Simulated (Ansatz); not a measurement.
A trial cell of ZnSb2S6, before relaxation:

```xyz
9
Lattice="0.0000 4.5109 4.5109 4.5109 0.0000 4.5109 4.5109 4.5109 0.0000" Properties=species:S:1:pos:R:3 pbc="T T T"
Zn    0.0000    0.0000    0.0000
Sb    2.2554    2.2554    2.2554
Sb    6.7663    6.7663    6.7663
S     4.5109    4.5109    6.9948
S     4.5109    6.9948    4.5109
S     4.5109    2.0269    4.5109
S     4.5109    4.5109    2.0269
S     6.9948    4.5109    4.5109
S     2.0269    4.5109    4.5109
```

Level of theory: DFT PBE, scalar-relativistic, plane waves, PAW (Ansatz). Cutoff 420 eV, Gaussian smearing, Γ-centred meshes. Cell and atoms relax first on a coarse mesh and then on a finer one. In between, the cell is made exact in the group found at 0.06 Å. In metals the finer mesh still leaves noise of several meV/atom or more. The steps can't lower the symmetry of their start. No spin polarisation.

A guess keeps its type if space group and coordination stay and the shape of the cell changes little (axis ratios within about 15 %, angles within 6°); the volume may change.

**Question.** Does it keep its structure type, or change into something else?

**Answer.** It keeps its type. The symmetry stays Fm-3m (No. 225). The volume per atom shrinks by 5.0 %, from 20.4 to 19.4 Å³. The shortest distance goes from 2.03 Å (Zn–S) to 2.33 Å (Zn–S). Counting neighbours within 15 % of an atom's shortest distance, the start has S 1, Sb 12, Zn 6 and the end S 1, Sb 12, Zn 6.

Formation energies are uncorrected and refer to the elements' standard structures at the same level.

**Question.** At what energy does it end?

**Answer.** +0.47 eV/atom. The separate elements lie lower, so it is unstable against them.

The last run used an 8×8×8 mesh for its 9-atom cell and Gaussian smearing of 0.10 eV. No dispersion correction is applied, so the spacing and binding between layers, chains or molecules are poorly described. Spin–orbit coupling, which can matter for Sb, is left out. The reference form of S is held partly by dispersion forces, which this level lacks. A structure relaxed within its symmetry needn't be a true minimum.
